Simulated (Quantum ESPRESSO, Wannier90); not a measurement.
Wannier functions of Mg3ZnO4 (R-3m)

Cell from Materials Project (mp-1222142), symmetrised, no further relaxation. Not found in the COD (Crystallography Open Database) copy used; not checked further. Level: PBEsol, no spin polarisation, no spin-orbit coupling; pw.x of Quantum ESPRESSO at 68 Ry with PseudoDojo potentials, 6×6×6 k-points, Wannier90. Density: 12×12×12 mesh, cold smearing 0.01 Ry.

On the energy scale of pw.x, whose zero is arbitrary, the valence-band maximum lies at 8.84 eV.

Input w.win:

```
num_bands = 21
num_wann = 21
exclude_bands = 1-16,38-70
num_iter = 400
conv_tol = 1.0e-4
conv_window = 4
write_hr = true
write_u_matrices = true
auto_projections = true
begin unit_cell_cart
ang
   -1.5127950430    2.6202378759    0.0000000000
   -3.0255900860    0.0000000000    0.0000000000
   -1.5127950430    0.8734126253    9.8561530000
end unit_cell_cart
begin atoms_frac
Mg   0.2497730000  0.2497730000  0.2506810000
Mg  -0.2497730000 -0.2497730000 -0.2506810000
Mg   0.5000000000  0.5000000000  0.5000000000
Zn   0.0000000000  0.0000000000  0.0000000000
O    0.1250730000  0.1250730000 -0.3752190000
O   -0.1250730000 -0.1250730000  0.3752190000
O    0.3765170000  0.3765170000 -0.1295510000
O   -0.3765170000 -0.3765170000  0.1295510000
end atoms_frac
mp_grid = 6 6 6
begin kpoints
0.0000000000 0.0000000000 0.0000000000
0.0000000000 0.0000000000 0.1666666667
0.0000000000 0.0000000000 0.3333333333
... (213 more lines: the 6x6x6 mesh through Gamma)
end kpoints
```

Input of pw2wannier90.x that gives the overlap and projection files (equivalent; here they were cut from one run over all bands):

```
&inputpp
  outdir = './out'
  prefix = 'pwscf'
  seedname = 'w'
  write_amn = .true.
  write_mmn = .true.
  scdm_proj = .true.
  scdm_entanglement = 'isolated'
/
```

Output w.wout (banner and timings cut):

```
                                    ------
                                    SYSTEM
                                    ------

                              Lattice Vectors (Ang)
                    a_1    -1.512795   2.620238   0.000000
                    a_2    -3.025590   0.000000   0.000000
                    a_3    -1.512795   0.873413   9.856153

                   Unit Cell Volume:      78.13727  (Ang^3)

                        Reciprocal-Space Vectors (Ang^-1)
                    b_1     0.000000   2.397945  -0.212496
                    b_2    -2.076681  -1.198972  -0.212496
                    b_3     0.000000   0.000000   0.637489

 *----------------------------------------------------------------------------*
 |   Site       Fractional Coordinate          Cartesian Coordinate (Ang)     |
 +----------------------------------------------------------------------------+
 | mg   1   0.24977   0.24977   0.25068   |   -1.51280   0.87341   2.47075    |
 | mg   2  -0.24977  -0.24977  -0.25068   |    1.51280  -0.87341  -2.47075    |
 | mg   3   0.50000   0.50000   0.50000   |   -3.02559   1.74683   4.92808    |
 | zn   1   0.00000   0.00000   0.00000   |   -0.00000   0.00000   0.00000    |
 | o    1   0.12507   0.12507  -0.37522   |    0.00000  -0.00000  -3.69822    |
 | o    2  -0.12507  -0.12507   0.37522   |   -0.00000   0.00000   3.69822    |
 | o    3   0.37652   0.37652  -0.12955   |   -1.51280   0.87341  -1.27687    |
 | o    4  -0.37652  -0.37652   0.12955   |    1.51280  -0.87341   1.27687    |
 *----------------------------------------------------------------------------*
                                ------------
                                K-POINT GRID
                                ------------

             Grid size =  6 x  6 x  6      Total points =  216

 *---------------------------------- MAIN ------------------------------------*
 |  Number of Wannier Functions               :                21             |
 |  Number of Objective Wannier Functions     :                21             |
 |  Number of input Bloch states              :                21             |
 |  Output verbosity (1=low, 5=high)          :                 1             |
 |  Timing Level (1=low, 5=high)              :                 1             |
 |  Optimisation (0=memory, 3=speed)          :                 3             |
 |  Length Unit                               :               Ang             |
 |  Post-processing setup (write *.nnkp)      :                 F             |
 |  Using Gamma-only branch of algorithms     :                 F             |
 *----------------------------------------------------------------------------*
 *------------------------------- WANNIERISE ---------------------------------*
 |  Total number of iterations                :               400             |
 |  Number of CG steps before reset           :                 5             |
 |  Trial step length for line search         :             2.000             |
 |  Convergence tolerence                     :         0.100E-03             |
 |  Convergence window                        :                 4             |
 |  Iterations between writing output         :                 1             |
 |  Iterations between backing up to disk     :               100             |
 |  Write r^2_nm to file                      :                 F             |
 |  Write xyz WF centres to file              :                 F             |
 |  Write on-site energies <0n|H|0n> to file  :                 F             |
 |  Use guiding centre to control phases      :                 F             |
 |  Use phases for initial projections        :                 F             |
 *----------------------------------------------------------------------------*
 *-------------------------------- PLOTTING ----------------------------------*
 |  Plotting Hamiltonian in WF basis          :                 T             |
 *----------------------------------------------------------------------------*

       ... (k-mesh section left out)

 Starting a new Wannier90 calculation ...

 Reading overlaps from w.mmn

 Reading projections from w.amn

 *------------------------------- WANNIERISE ---------------------------------*
 +--------------------------------------------------------------------+<-- CONV
 | Iter  Delta Spread     RMS Gradient      Spread (Ang^2)            |<-- CONV
 +--------------------------------------------------------------------+<-- CONV

 ------------------------------------------------------------------------------
 Initial State
  WF centre and spread    1  ( -0.000949,  0.000223, -0.001455 )     0.37521776
  WF centre and spread    2  ( -0.000954,  0.001901, -0.001758 )     0.38781427
  WF centre and spread    3  (  0.000954, -0.001516,  0.001533 )     0.38196985
  WF centre and spread    4  ( -0.002516,  0.001926,  0.000467 )     0.39135213
  WF centre and spread    5  ( -0.000261, -0.000365,  0.003121 )     0.38433396
  WF centre and spread    6  (  1.660639, -1.182978,  1.290774 )     0.77834511
  WF centre and spread    7  ( -1.868767,  0.830871, -1.309403 )     0.74738641
  WF centre and spread    8  (  0.143448, -0.317718, -3.772627 )     0.70874099
  WF centre and spread    9  ( -0.350736, -0.022258,  3.742564 )     0.71328877
  WF centre and spread   10  (  1.162127, -0.895906,  1.304132 )     0.75537641
  WF centre and spread   11  (  0.203367,  0.255842, -3.817781 )     0.72158289
  WF centre and spread   12  (  0.110124,  0.321187,  3.778671 )     0.72089062
  WF centre and spread   13  ( -1.390803,  1.218888, -1.298614 )     0.74468149
  WF centre and spread   14  ( -1.328521,  0.650484, -1.436297 )     0.76867820
  WF centre and spread   15  (  0.160781, -0.233282,  3.900273 )     0.72726373
  WF centre and spread   16  ( -0.357727,  0.034871, -3.802879 )     0.67814921
  WF centre and spread   17  (  1.669680, -0.628338,  1.456792 )     0.74077320
  WF centre and spread   18  (  0.078047, -0.064304,  3.369615 )     0.74722979
  WF centre and spread   19  (  0.011283,  0.026327, -3.396936 )     0.80248931
  WF centre and spread   20  (  1.557315, -0.790983,  0.961192 )     0.88747294
  WF centre and spread   21  ( -1.459658,  0.794792, -0.971505 )     0.88992829
  Sum of centres and spreads ( -0.003128, -0.000336, -0.000119 )    14.05296534

      0     0.141E+02     0.0000000000       14.0529652827  <-- CONV
        O_D=      0.0451971 O_OD=      2.5068369 O_TOT=     14.0529653 <-- SPRD
 ------------------------------------------------------------------------------
      1    -0.201E+00     0.2494362745       13.8518522110  <-- CONV
        O_D=      0.0189116 O_OD=      2.3320094 O_TOT=     13.8518522 <-- SPRD
      2    -0.446E-01     0.3645398222       13.8072909478  <-- CONV
        O_D=      0.0114421 O_OD=      2.2949176 O_TOT=     13.8072909 <-- SPRD
      3    -0.484E-01     0.3006652225       13.7588713392  <-- CONV
        O_D=      0.0065304 O_OD=      2.2514098 O_TOT=     13.7588713 <-- SPRD
      4    -0.260E-01     0.2425369764       13.7328773789  <-- CONV
        O_D=      0.0054475 O_OD=      2.2264987 O_TOT=     13.7328774 <-- SPRD
      5    -0.165E-01     0.1955655688       13.7164151146  <-- CONV
        O_D=      0.0026160 O_OD=      2.2128679 O_TOT=     13.7164151 <-- SPRD
       ... (lines left out)
    100    -0.134E-03     0.0163042480       13.6674666951  <-- CONV
        O_D=      0.0016668 O_OD=      2.1648687 O_TOT=     13.6674667 <-- SPRD
       ... (lines left out)
    114    -0.977E-04     0.0128949457       13.6657821552  <-- CONV
        O_D=      0.0016885 O_OD=      2.1631625 O_TOT=     13.6657822 <-- SPRD
    115    -0.953E-04     0.0192489253       13.6656868322  <-- CONV
        O_D=      0.0016671 O_OD=      2.1630885 O_TOT=     13.6656868 <-- SPRD
    116    -0.935E-04     0.0127887855       13.6655933310  <-- CONV
        O_D=      0.0016557 O_OD=      2.1630064 O_TOT=     13.6655933 <-- SPRD
             <<<     Delta < 1.000E-04  over  4 iterations     >>>
             <<< Wannierisation convergence criteria satisfied >>>
 Final State
  WF centre and spread    1  ( -0.000009,  0.000007,  0.000016 )     0.36337575
  WF centre and spread    2  ( -0.000062,  0.000079, -0.000057 )     0.37440252
  WF centre and spread    3  (  0.000238,  0.000016,  0.000009 )     0.37392890
  WF centre and spread    4  ( -0.000135, -0.000094,  0.000008 )     0.37802732
  WF centre and spread    5  ( -0.000004,  0.000011,  0.000091 )     0.37817006
  WF centre and spread    6  (  1.644090, -1.199559,  1.296858 )     0.74999936
  WF centre and spread    7  ( -1.861790,  0.823543, -1.316084 )     0.74120817
  WF centre and spread    8  (  0.134811, -0.315422, -3.785842 )     0.70342494
  WF centre and spread    9  ( -0.348230, -0.020863,  3.744207 )     0.70631721
  WF centre and spread   10  (  1.166078, -0.874899,  1.311885 )     0.74721208
  WF centre and spread   11  (  0.198715,  0.257093, -3.832952 )     0.70793809
  WF centre and spread   12  (  0.108679,  0.322586,  3.781056 )     0.70895996
  WF centre and spread   13  ( -1.417233,  1.221766, -1.303864 )     0.73510160
  WF centre and spread   14  ( -1.323465,  0.663109, -1.460581 )     0.74408422
  WF centre and spread   15  (  0.160536, -0.235097,  3.903959 )     0.71128332
  WF centre and spread   16  ( -0.340481,  0.029809, -3.810899 )     0.69455220
  WF centre and spread   17  (  1.671397, -0.648201,  1.474198 )     0.73730881
  WF centre and spread   18  (  0.077461, -0.065344,  3.362821 )     0.72147652
  WF centre and spread   19  (  0.006934,  0.027961, -3.362263 )     0.74281278
  WF centre and spread   20  (  1.568638, -0.773143,  0.942067 )     0.81926379
  WF centre and spread   21  ( -1.449784,  0.786782, -0.944766 )     0.82674581
  Sum of centres and spreads ( -0.003616,  0.000139, -0.000133 )    13.66559339

         Spreads (Ang^2)       Omega I      =    11.500931204
        ================       Omega D      =     0.001655741
                               Omega OD     =     2.163006387
    Final Spread (Ang^2)       Omega Total  =    13.665593331
```
